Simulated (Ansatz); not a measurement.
## Notes on Be₂Fe

```xyz
12
Lattice="4.2858 0.0000 0.0000 -2.1429 3.7116 0.0000 0.0000 0.0000 6.9731" Properties=species:S:1:pos:R:3 pbc="T T T"
Be    2.1429    2.4520    1.7433
Be   -1.0520    3.0818    5.2298
Be    1.0909    0.6298    1.7433
Be    0.0000    1.2596    5.2298
Be    3.1949    0.6298    1.7433
Be    1.0520    3.0818    5.2298
Be    0.0000    0.0000    0.0000
Be    0.0000    0.0000    3.4866
Fe   -0.0002    2.4745    0.4296
Fe    2.1427    1.2371    3.9162
Fe   -0.0002    2.4745    3.0569
Fe    2.1429    1.2374    6.5435
```

The numbers come from plane-wave PAW DFT (Ansatz): PBEsol, no spin polarisation, 420 eV, 9×9×5 Γ-centred k points, cold occupations (width 0.1886 eV). Nothing was relaxed.

Stress: The pressure is -21.1 GPa (compression positive), so with the atoms held at these fractions the cell would first shrink.
Electronic structure: It is a metal, with about 16 states/eV a cell as the mean within 0.25 eV of the Fermi level, mostly Fe d (90 %).
Charges: Bader charges in e: Be +0.91 to +0.97, Fe -0.65. In the mean Be gives up most and Fe takes most. There are 4 density maxima away from the nuclei.
Formation energy: -0.12 eV an atom against the elements' usual phases (free molecules for gases, crystals otherwise, with no correction for O₂ or N₂), so it is bound against them; other compounds may still compete. Relaxing would lower it.

Origin: a database entry at a rescaled volume. Caveats: no spin polarisation, so a magnetic state may lie lower; atoms or cell far from equilibrium; wide smearing.
